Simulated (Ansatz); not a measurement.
A generated cell, not matched to a known phase here, of RuS$_{2}$: Fm-3m (No. 225), cF12, fluorite type; a = 5.7228 Å, b = 5.7228 Å, c = 5.7228 Å, α = 90.00°, β = 90.00°, γ = 90.00°; Ru 4a (0.000, 0.000, 0.000); S 8c (0.250, 0.250, 0.250). Level of theory: r2SCAN (plane waves to 500 eV, PAW, scalar-relativistic; Ansatz, a quantum-chemistry and plane-wave program). Element references, the lowest calculated here: Ru (P6₃/mmc), S (Fddd).

Give the formation energy of this Fm-3m form of RuS2 from the elements at the level r2SCAN.

-0.22 eV/atom.

A lower structure of this composition may exist.

Static energies, no anion corrections, no zero-point energy. Values are rounded to 0.01 eV/atom. Not shown to be the ambient phase of their composition (a lower form may be missing, and a cell relaxed within its start's symmetry can be a saddle point): RuS2 (Fm-3m). The compounds carry no spin polarisation.
